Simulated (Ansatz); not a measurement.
Relaxed CdS (wurtzite):

```
CELL_PARAMETERS angstrom
      4.19618     0.00000     0.00000
     -2.09809     3.63400     0.00000
      0.00000     0.00000     6.82953
ATOMIC_POSITIONS crystal
  Cd 0.33333 0.66667 0.99917
  Cd 0.66667 0.33333 0.49917
  S  0.33333 0.66667 0.37563
  S  0.66667 0.33333 0.87563
```

In each cell atom 4 (S, nearest neighbour Cd at 2.565 Å; its periodic images, 4.2 Å or more away, move with it) moves by s·(0.000, 0.000, 1.000) (along Cartesian z), the rest being held.

Level of theory: PBE (plane waves to 420 eV, PAW, scalar-relativistic; Ansatz, a program for electronic structure). k mesh 7×7×4 (Γ-centred), Fermi-Dirac smearing 0.05 eV. Energies are smeared free energies. Left out: 1 of 11 points, with atoms too close for the PAW data. F∥ is the force on the atom along that direction. CdS was relaxed with its symmetry unable to fall. The zero of ΔE is the undisplaced structure.

Q: Predict the ΔE (meV/cell) and F∥ (eV/Å) at s (Å) = -0.462, -0.308, -0.154, 0.308, 0.770.

A: 
```tsv
s (Å)	ΔE (meV/cell)	F∥ (eV/Å)
-0.462	1218	6.907
-0.308	445	3.428
-0.154	93	1.310
0.308	228	-1.252
0.770	894	-1.422
```

(A displaced cell: forces are minus the slopes of the energy, force constants its curvatures, and phonons follow from these.)
